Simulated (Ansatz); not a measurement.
Here is the system:

Mo$_{3}$Se$_{4}$:
Space group R-3, hexagonal axes (No. 148); a = 9.739 Å, b = 9.739 Å, c = 11.365 Å, α = 90.00°, β = 90.00°, γ = 120.00°

```tsv
atom	site	symmetry	x	y	z
Mo	18f	1	0.1489	0.1638	0.3996
Se	6c	3.	0.0000	0.0000	0.2210
Se	18f	1	0.0419	0.3453	0.0832
```
(The calculation used a cell of 14 atoms; values per cell refer to that cell.)

This is the r²SCAN-relaxed structure.

**Question.** All from the program Ansatz at the r²SCAN level (PAW), unless another level is named. Estimate the electronic character.

**Answer.** metallic (no gap).

**Question.** Next, the density of states at the Fermi level?

**Answer.** 0.36 states/eV per atom (mean over ±0.08 eV).

**Question.** What about the formation energy from the elements (no fitted shifts)?

**Answer.** -0.60 eV/atom.

**Question.** Next, the gap with spin–orbit coupling?

**Answer.** none (metallic).

The workflow started from a Materials Project entry (that database holds measured and hypothetical structures alike); the Crystallography Open Database files this formula in space group No. 148, but the cells were not matched. Its standing as an ambient phase is unchecked. The cell was relaxed with r²SCAN under the symmetry of its start; its stability against distortions is not shown here. The run is not spin-polarised. The references are the lowest solids computed at this level, not always the standard phases. Spin–orbit coupling is left out wherever it is not named.

Potentials: the later of the program's two PAW sets.
